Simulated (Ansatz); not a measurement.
Method: DFT PBE, scalar-relativistic, plane waves, PAW (Ansatz 0.2.0). All cells share a 420 eV cutoff and Γ-centred k meshes spaced at most about 0.3 Å⁻¹ (about 0.25 or finer for metals, 2π included). No spin polarisation in the final relaxations.

Temperature and zero-point effects are left out. All come from trial cells, and lower structures may exist.

Question: These unrelaxed guesses for Mg₅Te are each relaxed within their symmetry. Order them by the energy at which they end, lowest first.
A.

Space group P-6m2 (No. 187). a = 5.630 Å, b = 5.630 Å, c = 5.143 Å, α = 90.00°, β = 90.00°, γ = 120.00°
```csv
atom,site,symmetry,x,y,z
Mg,3k,mm2,0.4619,0.5381,0.5000
Mg,1c,-6m2,0.3333,0.6667,0.0000
Mg,1a,-6m2,0.0000,0.0000,0.0000
Te,1e,-6m2,0.6667,0.3333,0.0000
```

B.

Space group P6/mmm (No. 191). a = 5.243 Å, b = 5.243 Å, c = 5.706 Å, α = 90.00°, β = 90.00°, γ = 120.00°
```csv
atom,site,symmetry,x,y,z
Mg,2c,-6m2,0.3333,0.6667,0.0000
Mg,2d,-6m2,0.3333,0.6667,0.5000
Mg,1b,6/mmm,0.0000,0.0000,0.5000
Te,1a,6/mmm,0.0000,0.0000,0.0000
```

Answer: B (ends in P6/mmm, 0 meV/atom), A (ends in P-6m2, 16 meV/atom). Even the lowest end lies +0.09 eV/atom against the elements.

These runs have no spin–orbit coupling, which can matter for Te. Cells relaxed within their symmetry can be saddle points. Some types were kept out of the candidates beforehand, so the set may lack a known form.
